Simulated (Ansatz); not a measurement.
Strain and the gap of MoTe₂ (2H-MoS2 type)

MoTe₂ built on the 2H-MoS2 prototype, relaxed with r2SCAN+rVV10 in the PAW code Ansatz. The symmetry is P6_3/mmc (No. 194, hexagonal); a = 3.542 Å, c = 14.177 Å in the conventional setting, 25.67 Å³ an atom. Mo is surrounded by 6 Te at 2.72 Å; Te is surrounded by 3 Mo at 2.72 Å.

The axes x, y and z are those of this cell:
```yaml
crystal:
  lattice:
    - [3.54213, 0.00000, 0.00000]
    - [-1.77107, 3.06758, 0.00000]
    - [0.00000, 0.00000, 14.17667]
  atoms:
    - { symbol: Mo, position: [0.33333, 0.66667, 0.25000] }
    - { symbol: Mo, position: [0.66667, 0.33333, 0.75000] }
    - { symbol: Te, position: [0.66667, 0.33333, 0.37658] }
    - { symbol: Te, position: [0.66667, 0.33333, 0.12342] }
    - { symbol: Te, position: [0.33333, 0.66667, 0.87658] }
    - { symbol: Te, position: [0.33333, 0.66667, 0.62342] }
```

Unstrained: PBE gives an indirect gap of 0.772 eV, from Γ to Γ–K (0.59 of the way from Γ); the least direct gap is 1.002 eV at K. The r2SCAN gap is indirect, 0.884 eV (Γ to Γ–K (0.59 of the way from Γ)), below the direct gap of 1.084 eV at K. The HSE06 gap is indirect, 1.186 eV (Γ to Γ–K (0.59 of the way from Γ)), below the direct gap of 1.409 eV at K. r2SCAN+SOC gives an indirect gap of 0.870 eV, from Γ to Γ–K (0.59 of the way from Γ); the least direct gap is 1.009 eV at K. Meshes: PBE 12×12×2, r2SCAN 12×12×2, HSE06 6×6×2, r2SCAN+SOC 12×12×2. Strains are changes of length per length. After each strain the atoms were relaxed again with r2SCAN+rVV10 in this cell and within any symmetry left, so distortions that break it or need a larger cell weren't tested; points keep the names that they have in the unstrained zone. The values are computed, non-magnetic, and not measurements.

Changes of the least gap in eV (an overlap counts as a negative gap):
```tsv
strain	volume change (%)	space group	PBE	r2SCAN	HSE06	r2SCAN+SOC
uniaxial -4.0 % along z	-4.0	P6_3/mmc	-0.223	-0.229	-0.258	-0.224
uniaxial -3.0 % along z	-3.0	P6_3/mmc	-0.164	-0.168	-0.189	-0.164
uniaxial -2.0 % along z	-2.0	P6_3/mmc	-0.107	-0.109	-0.124	-0.107
uniaxial -1.0 % along z	-1.0	P6_3/mmc	-0.052	-0.053	-0.060	-0.052
uniaxial +1.0 % along z	+1.0	P6_3/mmc	+0.050	+0.051	+0.058	+0.047
uniaxial +2.0 % along z	+2.0	P6_3/mmc	+0.099	+0.100	+0.093	+0.060
uniaxial +3.0 % along z	+3.0	P6_3/mmc	+0.125	+0.117	+0.113	+0.073
uniaxial +4.0 % along z	+4.0	P6_3/mmc	+0.141	+0.132	+0.131	+0.085
```

Uniaxial -4.0 % along z, other directions held. HSE06: the gap goes from 1.186 to 0.928 eV (-0.258 eV). Stress change with PBE, compression positive: xx +0.70, yy +0.70, zz +2.37 GPa.

Uniaxial -3.0 % along z, other directions held. HSE06: the gap goes from 1.186 to 0.997 eV (-0.189 eV). Stress change with PBE, compression positive: xx +0.49, yy +0.49, zz +1.64 GPa.

Uniaxial -2.0 % along z, other directions held. HSE06: the gap goes from 1.186 to 1.062 eV (-0.124 eV). Stress change with PBE, compression positive: xx +0.29, yy +0.29, zz +0.97 GPa.

Uniaxial -1.0 % along z, other directions held. HSE06: the gap goes from 1.186 to 1.126 eV (-0.060 eV). Stress change with PBE, compression positive: xx +0.15, yy +0.15, zz +0.48 GPa.

Uniaxial +1.0 % along z, other directions held. HSE06: the gap goes from 1.186 to 1.244 eV (+0.058 eV). Stress change with PBE, compression positive: xx -0.11, yy -0.11, zz -0.35 GPa.

Uniaxial +2.0 % along z, other directions held. HSE06: the gap goes from 1.186 to 1.279 eV (+0.093 eV); the edges go from Γ → Γ–K (0.59) to K → Γ–K (0.59). Stress change with PBE, compression positive: xx -0.20, yy -0.20, zz -0.64 GPa.

Uniaxial +3.0 % along z, other directions held. HSE06: the gap goes from 1.186 to 1.299 eV (+0.113 eV); the edges go from Γ → Γ–K (0.59) to K → Γ–K (0.59). Stress change with PBE, compression positive: xx -0.27, yy -0.27, zz -0.87 GPa.

Uniaxial +4.0 % along z, other directions held. HSE06: the gap goes from 1.186 to 1.317 eV (+0.131 eV); the edges go from Γ → Γ–K (0.59) to K → Γ–K (0.59). Stress change with PBE, compression positive: xx -0.34, yy -0.34, zz -1.09 GPa.

Only the levels marked +SOC include spin-orbit coupling.

Where an edge lies off the special points, it is a point of the mesh or the k point where a search put PBE's edge or least direct gap, reused for the other functionals, whose own edges may lie a little apart.

The meshes of the hybrids are coarse, so their gaps aren't converged to the digits shown.
